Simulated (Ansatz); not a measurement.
Data:

AgW:
```cif
data_AgW
_chemical_formula_sum 'Ag1 W1'
_space_group_name_H-M_alt 'P 1'
_space_group_IT_number 1
_cell_length_a 3.19376
_cell_length_b 3.19376
_cell_length_c 3.19376
_cell_angle_alpha 90.000
_cell_angle_beta 90.000
_cell_angle_gamma 90.000
loop_
_space_group_symop_operation_xyz
  'x, y, z'
loop_
_atom_site_label
_atom_site_type_symbol
_atom_site_fract_x
_atom_site_fract_y
_atom_site_fract_z
_atom_site_occupancy
Ag1 Ag 0.00000 0.00000 0.00000 1
W1 W 0.50000 0.50000 0.50000 1
```

This is the r²SCAN-relaxed structure.

Q: All from plane-wave PAW r²SCAN (Ansatz code), unless another level is named. Give the formation energy from the elements (no fitted shifts).

A: 1.29 eV/atom.

Q: What about the density of states at the Fermi level?

A: 1.4 states/eV per atom (mean over ±0.08 eV).

Space group Pm-3m (CsCl type). The start of the workflow was typed in or built on a structure type; neither database checked (COD, Materials Project) lists it. Its standing as an ambient phase is unchecked. Symmetry was held in the r²SCAN relaxation. At this level the phase is mechanically unstable. The run is not spin-polarised. Its formation energy is positive at this level, so the cell may be metastable or incomplete. The references are the lowest solids computed at this level, not always the standard phases. Scalar-relativistic: spin–orbit coupling is off unless named, which matters more the heavier the elements.

Potentials: the later of the program's two PAW sets.
